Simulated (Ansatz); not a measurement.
MoSi$_{2}$ (MoSi2 type, space group I4/mmm)

```
MoSi2
1.0
   -1.60846     1.60846     3.93652
    1.60846    -1.60846     3.93652
    1.60846     1.60846    -3.93652
Mo Si
1 2
Direct
  0.00000   0.00000   0.00000
  0.33511   0.33511   0.00000
  0.66489   0.66489   0.00000
```

The slice is a (1 0 -1) plane (indices of the conventional cell) through the point (0.335, 0.335, 0.000) (fractional), spanned by u = [101] and v = [121] in vectors of this cell: u (3.22 Å) and v (8.50 Å, at 90° to u). It covers one period; positions are fractions (u, v).

Level of theory: PBE (plane waves to 420 eV, PAW, scalar-relativistic; Ansatz, a quantum-chemistry and plane-wave program). k mesh 20×20×20. These are valence fields of a PAW run, semicore shells included where kept as valence: close to a nucleus they are smooth pseudo fields. MoSi2 is run without spin polarisation. MoSi2 was relaxed with its symmetry unable to fall.

Task: Sketch the electron localisation function (ELF) on this plane as a map.

Result: 
| v \ u | 0.00 | 0.17 | 0.33 | 0.50 | 0.67 | 0.83 |
|---|---|---|---|---|---|---|
| 0.88 | 0.72 | 0.65 | 0.43 | 0.28 | 0.43 | 0.65 |
| 0.75 | 0.23 | 0.29 | 0.60 | 0.68 | 0.60 | 0.29 |
| 0.62 | 0.17 | 0.31 | 0.53 | 0.55 | 0.53 | 0.31 |
| 0.50 | 0.26 | 0.52 | 0.31 | x | 0.31 | 0.52 |
| 0.38 | 0.28 | 0.43 | 0.65 | 0.72 | 0.65 | 0.43 |
| 0.25 | 0.68 | 0.60 | 0.29 | 0.23 | 0.29 | 0.60 |
| 0.12 | 0.55 | 0.53 | 0.31 | 0.17 | 0.31 | 0.53 |
| 0.00 | x | 0.31 | 0.52 | 0.26 | 0.52 | 0.31 |

Values: electron localisation function (ELF). Points within 0.5 Å of a nucleus are blanked (x), as the pseudised field means little there.
